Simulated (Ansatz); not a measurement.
Question: Each is relaxed and computed with r²SCAN in the plane-wave PAW code Ansatz. Which is the only one with a gap?
A. SiO2, P4_2/nmc (Si on 2a, O on 4d)
B. LaMg2Si2, P4/mmm (La on 1a, Mg on 2e, Si on 2h)
C. HfCoSi, Pnma (Hf on 4c, Co on 4c, Si on 4c)
D. Si2Ni, fluorite or antifluorite type

Answer: A, SiO2, P4_2/nmc (Si on 2a, O on 4d). SiO2: gap 5.93 eV (indirect); Si2Ni: metal; HfCoSi: metal; LaMg2Si2: metal. Spin orders computed, not proven ground states: HfCoSi, Pnma (Hf on 4c, Co on 4c, Si on 4c) ferromagnetic. Constructed cells (a structure type filled with these elements, in neither database checked): SiO2, P4_2/nmc (Si on 2a, O on 4d). Not the usual ambient phase: SiO2, P4_2/nmc (Si on 2a, O on 4d). Standing as an ambient phase not checked: HfCoSi, Pnma (Hf on 4c, Co on 4c, Si on 4c); LaMg2Si2, P4/mmm (La on 1a, Mg on 2e, Si on 2h). Began spin-polarised and lost the moments: Si2Ni, fluorite or antifluorite type. All cells were relaxed under the symmetry of their starts (and spin orders); stability against distortions was not tested throughout. Scalar-relativistic: spin–orbit coupling is off unless named, which matters more the heavier the elements.

Potentials: the later of the program's two PAW sets.
